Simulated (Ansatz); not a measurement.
Relaxed LiNbO$_{3}$ (space group R-3c):

```
LiNbO3
1.0
    2.56213     1.47925     4.51823
   -2.56213     1.47925     4.51823
    0.00000    -2.95850     4.51823
Li Nb O
2 2 6
Direct
  0.75000   0.75000   0.75000
  0.25000   0.25000   0.25000
  0.00000   0.00000   0.00000
  0.50000   0.50000   0.50000
  0.62539   0.87461   0.25000
  0.37461   0.12539   0.75000
  0.25000   0.62539   0.87461
  0.75000   0.37461   0.12539
  0.87461   0.25000   0.62539
  0.12539   0.75000   0.37461
```

The atoms are displaced by Q × the pattern below (from a DFPT mode at Γ, largest move 1; Q in Å), at fixed cell.

```tsv
atom	x	y	z
Li1	0.000	0.000	1.000
Li2	0.000	0.000	-1.000
O5	0.000	0.062	-0.083
O6	0.000	-0.062	0.083
O7	-0.054	-0.031	-0.083
O8	0.054	0.031	0.083
O9	0.054	-0.031	-0.083
O10	-0.054	0.031	0.083
```

Atoms not listed stay in place.

Computed with LDA (plane waves to 420 eV, PAW, scalar-relativistic; Ansatz, an electronic-structure program). k mesh 8×8×8 (Γ-centred), fixed occupations. LiNbO3 is run without spin polarisation. LiNbO3 was relaxed with its symmetry unable to fall. This is one of several known forms of LiNbO3; the measured ambient cells at hand have space group No. 161. ΔE is measured from the undisplaced structure.

```
Q (Å)   ΔE (eV/cell)
------  ------------
-0.660        0.0436
-0.440       -0.0291
-0.220       -0.0141
0.000         0.0000
0.220        -0.0141
0.440        -0.0291
0.660         0.0436
```

### Question
Which DFPT wavenumber at Γ belongs to this mode?
A) 43i cm⁻¹
B) 111i cm⁻¹
C) 197i cm⁻¹

### Answer
B, 111i cm⁻¹. The curvature of the scan gives 111i cm⁻¹

(A displaced cell: forces are minus the slopes of the energy, force constants its curvatures, and phonons follow from these.)
